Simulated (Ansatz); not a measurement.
# CrO$_{2}$ (P4_2/mnm): phonons

Computed with LDA, PAW on Ansatz 0.2.0's default frozen-core files (fitted under PBE), scalar-relativistic, spin-polarised; not a measurement.

Cell and atoms were relaxed beforehand by PAW with this functional.

Command line:

```sh
ansatz run input.yaml --threads 2 --pin off --max-ram 10240MiB --backend cpu --events-out ev --progress --plain --runs-dir out
```

Input:

```yaml
crystal:
  lattice:
    - [4.35368974942, 0.0, 0.0]
    - [0.0, 4.35368974942, 0.0]
    - [0.0, 0.0, 2.85492655449]
  atoms:
    - { symbol: Cr, position: [0.0, 0.0, 0.0], spin: 1.6 }
    - { symbol: Cr, position: [0.5, 0.5, 0.5], spin: 1.6 }
    - { symbol: O, position: [0.303040344919, 0.303040344919, 0.0] }
    - { symbol: O, position: [0.196959655081, 0.803040344919, 0.5] }
    - { symbol: O, position: [0.696959655081, 0.696959655081, 0.0] }
    - { symbol: O, position: [0.803040344919, 0.196959655081, 0.5] }
magnetization:
  spin_polarized: true
kpoints:
  mp_grid: { grid: [6, 6, 8] }
scf:
  occupations: { method: fermi_dirac, width: 0.05 }
hamiltonian:
  xc: lda
  pseudopotentials: { kind: paw }
phonons:
  supercell: [1, 1, 1]
```

The program printed:

```
Warning: RAYON_NUM_THREADS=2 ignored (pool sized by the plan → 2); use --threads N
Engine: ansatz 0.2.0, x86_64-unknown-linux-gnu
Pseudopotentials: kind: paw
Pseudopotential: Cr, paw, valence charge 14, recommended cutoff 420 eV (normal), Cr.paw.azcp
Pseudopotential: O, paw, valence charge 6, recommended cutoff 420 eV (normal), O.paw.azcp
Functional definition: SPW92
  exchange = slater_x
  correlation = pw_c
Crystal: 6 atoms, lattice volume = 54.114 Å³
Basis set: ecut = 420 eV, 1049 PW (Γ)
Bands: 34, of which v1, the nominal top of the filled ones, is band 26 counted from 1 (25 counted from 0)
Symmetry: 16 space group operations
Space group: P42/mnm (ITA 136), of the structure as read, at distance tolerance 3.8e-5 Å
Magnetic group: BNS 136.495 (UNI 1155), of the structure as read, at distance tolerance 3.8e-5 Å
k-points: 50 of 288
Non-local potential: Cr, projectors of the file, l = 0: 3, l = 1: 2, l = 2: 3, l = 3: 1
Non-local potential: O, projectors of the file, l = 0: 2, l = 1: 2, l = 2: 1
PAW form: soft (Blöchl's): semilocal exchange-correlation on the pseudo side does not see the compensation charge
PAW frozen core: Cr, regenerated for the run's functional, and the local potential with it (the file was generated under x = pbe(κ = 0.804, μ = 0.2195149727645171), c = pbe(β = 0.06672455060314922))
PAW frozen core: O, regenerated for the run's functional, and the local potential with it (the file was generated under x = pbe(κ = 0.804, μ = 0.2195149727645171), c = pbe(β = 0.06672455060314922))
PAW one-centre angular grid: Cr, 590 points (default); XC on 64 Gauss nodes
PAW one-centre angular grid: O, 110 points (default); XC on 64 Gauss nodes
Initial density: superposition of atomic densities (chi_scale 0.1, normalization cell, long waves kept (reshape's long-wave potential 0.00 eV rms))
Starting moments: Σ|m| = 3.2 μB on 2 of 6 sites
Initial wavefunctions: pseudopotential atomic-orbital guess
Functional: x = slater, c = lda
SCF 1 converged in 10 iterations: F = -8868.760809 eV  dr2 = 2.53e-8
  greatest PAW one-centre occupation: 1.000 electrons in one spin orbital (limit 2), on the Cr atom at site 1 (counted from 0), in its partial waves of l = 0
a single point of the input's cell can leave the moments in the input for a lower state (scf.lower_state_search): this run first made a single point of its cell. This run's own SCFs start from the density of the state that the ...
Initial density: read from a saved state, or passed on in memory by an earlier SCF of this step, an earlier step, the calling program or the single point that the run made first
Stability of the state it starts from, as read at its close in the collinear treatment: not read negative (Ritz values of 1 − χ₀K, real part plus size of imaginary part, from 0.95 to 1.0, by its mixing steps under the symmetry ...
Starting moments: Σ|m| = 3.2 μB on 2 of 6 sites; this step starts from the density that it was given
iter 1 solved again at ethr=1.20e-7 eV; its pass at ethr=3.10e-3 eV (dr2=6.22e-5 eV) is discarded
[... 61 lines left out ...]
SCF 5 converged in 11 iterations: F = -8868.760757 eV  dr2 = 3.89e-12
iter 1 solved again at ethr=6.53e-12 eV; its pass at ethr=3.10e-3 eV (dr2=3.40e-9 eV) is discarded
SCF iter   1: F=—  HF=-8868.760755 eV  |F-HF|=—  |Δ(HF+E_count)|=         —  Δρ=1.92e-6 (↑1.92e-6 ↓1.55e-6)  dr2=4.01e-9  dr2_m=4.01e-10  M=3.999 μB ∫|m|=4.271 μB  β_m=0.30  ethr=6.53e-12  ⟨swp⟩=3.2  Hψ=24751  notcnv=0  defer=185
preconditioner: auto → Kerker (q_TF=auto, 2.710 Å⁻¹)  [metal: Δε(μ)=0.036 eV  Ē_g=9.810 eV  σ=0.050 eV  W_gap=0.17  n_scr=18 (ndim 8)  ℏωp=30.3 eV  f_vac=0.007  D(μ)=1.70/eV (n_scr^D=10)]
spin=Collinear: Kerker preconditioning applied to the charge; magnetization (m = ρ↑ − ρ↓) channel mixes plain (no charge-response kernel on spin).
SCF iter   2: F=—  HF=-8868.760755 eV  |F-HF|=—  |Δ(HF+E_count)|=  4.24e-10  Δρ=1.21e-6 (↑1.21e-6 ↓8.64e-7)  dr2=7.93e-10  dr2_m=2.16e-10  M=3.999 μB ∫|m|=4.271 μB  β_m=0.42  ethr=6.53e-12  ⟨swp⟩=1.4  Hψ=6357  notcnv=0  defer=185
SCF iter   3: F=—  HF=-8868.760755 eV  |F-HF|=—  |Δ(HF+E_count)|=  2.55e-11  Δρ=5.98e-7 (↑5.98e-7 ↓5.17e-7)  dr2=2.91e-10  dr2_m=5.80e-11  M=3.999 μB ∫|m|=4.271 μB  β_m=0.50  ethr=1.52e-12  ⟨swp⟩=1.4  Hψ=6757  notcnv=0  defer=185
SCF iter   4: F=—  HF=-8868.760755 eV  |F-HF|=—  |Δ(HF+E_count)|=  5.46e-12  Δρ=6.82e-7 (↑6.82e-7 ↓1.85e-7)  dr2=5.35e-10  dr2_m=4.09e-11  M=3.999 μB ∫|m|=4.271 μB  β_m=0.40  ethr=1.00e-12  ⟨swp⟩=2.0  Hψ=6622  notcnv=0  defer=185
SCF iter   5: F=—  HF=-8868.760755 eV  |F-HF|=—  |Δ(HF+E_count)|=  3.46e-11  Δρ=2.47e-7 (↑2.47e-7 ↓8.82e-8)  dr2=5.05e-11  dr2_m=6.26e-12  M=3.999 μB ∫|m|=4.271 μB  β_m=0.40  ethr=1.00e-12  ⟨swp⟩=1.1  Hψ=5846  notcnv=0  defer=185
SCF iter   6: F=—  HF=-8868.760755 eV  |F-HF|=—  |Δ(HF+E_count)|=  3.64e-12  Δρ=9.20e-8 (↑9.20e-8 ↓7.43e-8)  dr2=9.28e-12  dr2_m=1.18e-12  M=3.999 μB ∫|m|=4.271 μB  β_m=0.68  ethr=1.00e-12  ⟨swp⟩=1.0  Hψ=5819  notcnv=0  defer=185
SCF iter   7: F=-8868.760755 eV  HF=-8868.760755 eV  |F-HF|=5.46e-12  |Δ(HF+E_count)|=    0.00e0  Δρ=3.52e-8 (↑3.52e-8 ↓2.54e-8)  dr2=2.37e-12  dr2_m=8.25e-14  M=3.999 μB ∫|m|=4.271 μB  ethr=1.00e-12  ⟨swp⟩=4.7  Hψ=19602  notcnv=0
SCF 6 converged in 7 iterations: F = -8868.760755 eV  dr2 = 2.37e-12
SCF converged after 5 iterations
Magnetization: 3.9991 μB (27.9996 up, 24.0004 down)
Absolute magnetization: 4.2720 μB (∫|ρ↑−ρ↓|, with the PAW one-centre terms)
Spin contamination: 0.0655 ħ² per cell (⟨S²⟩ above its minimum at these occupations)
Per-site moments (μB) at R_I (Å): [(1.6439345416058264, 0.7696563904567123), (1.6439345416058262, 0.7696563904567123), (-0.02350606251438143, 0.7696563904567124), (-0.023506062514381136, 0.7696563904567123), ...
Free energy (F): -8868.760809 eV
Harris-Foulkes:  -8868.760809 eV  (|F-HF|=1.82e-12)
Internal energy: -8868.746692 eV  (E = F + TS)
E sigma→0 (E₀):  -8868.753751 eV
Entropy (-TS):   -0.014117 eV (-2.353 meV/atom)
Fermi energy:    11.531124 eV
--- Per-component energies (eV) ---
  E_band       = -474.621450
  E_kinetic    = 1378.363549
  E_local      = -4317.199715  (includes V_loc(G=0)·N_el)
  E_nonlocal   = 363.279617
  E_hartree    = 1722.327892
  E_xc         = -565.686741
  E_vxc        = -726.557990  (∫ρ·V_xc dr)
  E_paw        = -2865.449113  (= ΣΔE_a)
  E_vpaw       = -617.173510  (= ΣTr[D̂ρ^β])
  E_aug_tail   = 0.010920  (compensation charges beyond the density's cutoff)
  E_ewald      = -4585.511038
  E_core_change = 1.117935  (= ΣΔE_core)
  E_smearing   = -0.014117  (= −TS)
  E_closure    = 0.000000  (closes the sum)
  Σ components = -8868.760809   (vs F -8868.760809, Δ=0.00e0)
--- Forces (eV/Å), atoms counted from 1 ---
  atom   1  Cr     0.00000000    -0.00000000     0.00000000
  atom   2  Cr     0.00000000     0.00000000     0.00000000
  atom   3  O     -0.00041033    -0.00041033     0.00000000
  atom   4  O      0.00041033    -0.00041033     0.00000000
  atom   5  O      0.00041033     0.00041033     0.00000000
  atom   6  O     -0.00041033     0.00041033     0.00000000
  max |Σ_I F_I| component: 2.60e-18 eV/Å
--- Phonons: 4 displaced members + reference (amplitude 0.0025 Å, Σ member SCF iterations 40) ---
  symmetry images taken by strict's conditions (phonons.symmetry_images: auto; settled by no image being taken that strict refuses)
  ASR residual: 5.366e-4 → 0.000e0 eV/Å²; symmetrization residual: 1.951e-4 eV/Å²
  largest component of a force at the reference: 4.1e-4 eV/Å
  ASR residual per site (eV/Å²): 5.37e-4 5.37e-4 2.56e-4 2.56e-4 2.56e-4 2.56e-4
  Γ frequencies (cm⁻¹): 0.00 0.00 0.00 154.32 206.71 349.11 349.11 400.92 400.92 461.05 461.54 494.63 494.63 570.01 572.59 572.59 613.48 732.33
  density of states and harmonic sums: on the 14×14×22 q-mesh, interpolated from the force constants of a 1×1×1 supercell (no non-analytic term)
  largest difference from the sums on the solved wave vectors: F 2.81e-1 eV, S 5.39e-4 and C_V 2.58e-4 eV/K
```

The run converged.

**Zone-centre phonons**

Harmonic phonons of a crystal by Kohn-Sham DFT at the given cell, standard atomic masses, acoustic sum rule imposed; negative wavenumbers are unstable modes; optical zone-centre levels upwards with Mulliken labels, activity, and the element with most of the kinetic energy.

```
Point group : 4/mmm
```

| number | phonon wavenumber (cm⁻¹) | label | infrared | raman | lead element |
| --- | --- | --- | --- | --- | --- |
| 1 | 154.3 | B1g | no | yes | O |
| 2 | 206.7 | B1u | no | no | Cr |
| 3 | 349.1 | Eu | yes | no | O |
| 4 | 400.9 | Eu | yes | no | Cr |
| 5 | 461 | A2u | yes | no | O |
| 6 | 461.5 | A2g | no | no | O |
| 7 | 494.6 | Eg | no | yes | O |
| 8 | 570 | B1u | no | no | O |
| 9 | 572.6 | Eu | yes | no | O |
| 10 | 613.5 | A1g | no | yes | O |
| 11 | 732.3 | B2g | no | yes | O |

Limits of these numbers: frozen-core PAW files fitted under PBE, their cores solved anew for the functional of the run; a lower magnetic state may exist; coarse k mesh; zone-boundary modes aren't tested; activity by symmetry alone, a metal screens infrared modes.

Cost: 110 s on 2 threads of Intel(R) Xeon(R) Platinum 8259CL CPU @ 2.50GHz (Skylake/Cascade Lake) (shared host), peak memory 0.8 GiB.
